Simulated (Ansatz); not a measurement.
# Kick test of a cell of HfIn₄SiO₆

The structure comes from a generated guess, relaxed at this level; another structure or a mixture of phases may lie lower.

Level of theory: DFT PBE, scalar-relativistic, plane waves, PAW in Ansatz. Plane waves to 420 eV, a k mesh through Γ of 8×8×6 on the computed 12-atom cell and Gaussian smearing (0.02 eV); no spin polarisation.

The cell below (12 atoms, space group Cm (No. 8)) is relaxed within its symmetry.

```cif
data_structure
_symmetry_space_group_name_H-M 'P 1'
_symmetry_Int_Tables_number 1
_cell_length_a 6.4456
_cell_length_b 6.4456
_cell_length_c 6.4937
_cell_angle_alpha 96.821
_cell_angle_beta 96.821
_cell_angle_gamma 119.845
_cell_volume 227.34
loop_
_atom_site_label
_atom_site_type_symbol
_atom_site_fract_x
_atom_site_fract_y
_atom_site_fract_z
_atom_site_occupancy
Hf1 Hf 0.10178 0.10178 0.00912 1
In1 In 0.79222 0.48204 0.00818 1
In2 In 0.48204 0.79222 0.00818 1
In3 In 0.54472 0.21983 0.48398 1
In4 In 0.21983 0.54472 0.48398 1
Si1 Si 0.85433 0.85433 0.44523 1
O1 O 0.83500 0.58822 0.38104 1
O2 O 0.58822 0.83500 0.38104 1
O3 O 0.02899 0.02899 0.29500 1
O4 O 0.97920 0.97920 0.69555 1
O5 O 0.42852 0.14514 0.07435 1
O6 O 0.14514 0.42852 0.07435 1
```

For the test it was strained at random (σ = 1.5 % a component), the atoms were moved at random (σ = 0.05 Å), and all was relaxed again on a coarse 4×4×2 mesh (in the run’s order of axes) with 0.10 eV smearing, with no symmetry imposed.

These runs have no spin–orbit coupling, which can matter for Hf.

Problem. Does it come back?

Solution. It doesn't return. The energy falls by 36 meV/atom on that mesh, the volume changes by 1.6 %, and the end has space group P1 (No. 1) at a loose tolerance. Relaxed again on a 6×6×4 mesh with 0.02 eV smearing, the new structure lies 36 meV/atom below the first (mesh in the axes of the run's cell; the cell below is made exact in the group named). Space group P1 (No. 1), triclinic, a = 5.699 Å, b = 6.149 Å, c = 7.308 Å, α = 98.5°, β = 111.9°, γ = 96.5°. Around Hf lie 4 O at 1.94–1.99 Å; around In on its first site lie 1 O at 2.37 Å and 1 O at 2.54 Å; Si is surrounded by 4 O at 1.64–1.67 Å; around O on its first site lie 1 Si at 1.66 Å and 2 In at 2.31–2.37 Å; 8 more sites not described.

```
CELL_PARAMETERS angstrom
5.69869 0.00000 0.00000
-0.70100 6.10862 0.00000
-2.71996 -1.39791 6.63735
ATOMIC_POSITIONS crystal
Hf 0.11793 0.01556 0.13292
In 0.38842 0.99901 0.72891
In 0.75865 0.00841 0.49586
In 0.23461 0.48841 0.53300
In 0.59649 0.48211 0.20529
Si 0.86778 0.44029 0.85544
O 0.55316 0.38738 0.79290
O 0.93455 0.38483 0.65596
O 0.98414 0.26218 0.00347
O 0.99083 0.69806 0.98452
O 0.08665 0.06493 0.39374
O 0.48680 0.10883 0.21799
```
